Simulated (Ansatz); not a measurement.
Input and output of a single-point calculation on Sn built on the diamond prototype (Ansatz 0.2.0, HSE06). The cell was relaxed with r2SCAN and then strained (xy shear, engineering strain (angle) -1.5 %), with the atoms relaxed again with r2SCAN; k points keep the names of the unstrained zone.

The input:
```yaml
crystal:
  lattice:
    - [-0.0246334484, 3.284459781, 3.284459781]
    - [3.284459781, -0.0246334484, 3.284459781]
    - [3.2598263326, 3.2598263326, 0.0]
  atoms:
    - { symbol: Sn, position: [-0.0014624145, -0.0014624145, 0.0014624145] }
    - { symbol: Sn, position: [0.2514624145, 0.2514624145, 0.2485375855] }
kpoints:
  mp_grid: { grid: [4, 4, 4] }
  band_path:
    path:
      - [0.0, 0.0, 0.0]
      - [0.5, 0.0, 0.5]
      - [0.625, 0.25, 0.625]
      - [0.375, 0.375, 0.75]
      - [0.5, 0.5, 0.5]
      - [0.5, 0.25, 0.75]
      - [-0.018636, 0.018636, 0.0]
      - [0.0, 0.0, 0.5]
    npoints: 1
hamiltonian:
  xc: hse06
scf:
  occupations: { method: fermi_dirac, width: 0.02 }
  n_extra_bands: 4
output:
  forces: true
  stress: true
  eigenvalues: true
```

Command: `ansatz run input.yaml --threads 2 --pin off --max-ram 2211MiB --backend cpu --events-out ev --progress --plain --runs-dir out`.

The output, standing remarks left out:
```
Pseudopotential: Sn, paw, valence charge 14, recommended cutoff 420 eV (normal)
Functional definition: HSE06
Crystal: 2 atoms, lattice volume = 70.859 Å³
Basis set: ecut = 420 eV, 1395 PW (Γ)
Bands: 18, of which v1, the nominal top of the filled ones, is band 14 counted from 1 (13 counted from 0)
Symmetry: 8 space group operations
Space group: Imma (ITA 74)
k-points: 18 of 64
Exchange kernel: α = 0.2500, screened, ω = 0.2079 Å⁻¹, Wigner–Seitz truncation, v(0) = 1040.9466 eV·Å³, q-mesh 4×4×4
preconditioner: auto → none  [σ=0.020 eV  ℏωp=23.3 eV]
hybrid outer 1: dexx = +1.358e-2 eV, tail = 6.07e-5 eV
hybrid outer 2: dexx = +6.231e-7 eV, tail = 1.39e-8 eV, Δε = 2.71e-3 eV, ΔF = 1.41e-3 eV/Å
hybrid SCF converged: 2 outer / 12 inner (+5 warm-up)
Free energy (F): -12056.543710 eV
Internal energy: -12056.543447 eV  (E = F + TS)
E sigma→0 (E₀):  -12056.543578 eV
Entropy (-TS):   -0.000263 eV (-0.131 meV/atom)
Fermi energy:    7.251378 eV
--- Forces (eV/Å), atoms counted from 1 ---
  atom   1  Sn      0.00000      0.00000    -0.05755
  atom   2  Sn      0.00000      0.00000      0.05755
--- Stress (GPa, compression-positive) ---
        0.153973       0.356801       0.000000
        0.356801       0.153973       0.000000
        0.000000       0.000000       0.373112
  P = ⅓ Tr σ = 0.2270 GPa (2.270 kbar)
```

Levels at the listed points, from bands.tsv (eV from the Fermi energy, bands near the gap, counted from 0):
```tsv
# k_distance	band_9	band_10	band_11	band_12	band_13	band_14	band_15	band_16	band_17
# fermi_ev = 7.251361
# [0, 0, 0] at k_distance = 0.000000
# [0.5, 0, 0.5] at k_distance = 0.956583
# [0.625, 0.25, 0.625] at k_distance = 1.294772
# [0.375, 0.375, 0.75] at k_distance = 1.877612
# [0.5, 0.5, 0.5] at k_distance = 2.464827
# [0.5, 0.25, 0.75] at k_distance = 3.141204
# [-0.018636, 0.018636, 0] at k_distance = 4.233741
# [0, 0, 0.5] at k_distance = 5.067777
# levels_relative_to = fermi_ev
0.000	-23.476	-11.559	-0.450	-0.123	-0.059	0.058	2.520	2.564	2.599
0.957	-23.418	-8.205	-8.205	-2.701	-2.701	1.176	1.176	8.364	8.364
1.295	-23.397	-8.653	-7.674	-3.616	-2.321	1.465	3.811	6.273	6.612
1.878	-23.398	-8.619	-7.691	-3.592	-2.389	1.370	3.972	6.253	6.597
2.465	-23.439	-9.785	-6.831	-1.356	-1.305	0.216	3.638	3.645	6.165
3.141	-23.399	-8.174	-8.119	-3.284	-3.251	3.784	3.974	4.390	4.565
4.234	-23.474	-11.550	-0.789	-0.105	0.050	0.183	2.539	2.610	2.613
5.068	-23.439	-9.785	-6.831	-1.356	-1.305	0.216	3.638	3.645	6.165
```
In order the rows are Γ, X, U, K, L, W, Γ–K (0.05), L.

The HSE06 gap is indirect, 0.01 eV (Γ–K (0.05 of the way from Γ) to Γ), below the direct gap of 0.12 eV at Γ. (With 0.02 eV of smearing so small a gap leaves both edges partly filled, and it could close between the points sampled.) The mean stress, +0.2 GPa, is small, and the program warns that its thresholds are loose for a hybrid's stress. The largest force is 0.06 eV/Å.

Spin-unpolarised throughout; all numbers are computed.

Spin-orbit coupling is left out, which matters wherever the heavy atoms make up the band edges.

The meshes of the hybrids are coarse, so their gaps aren't converged to the digits shown.
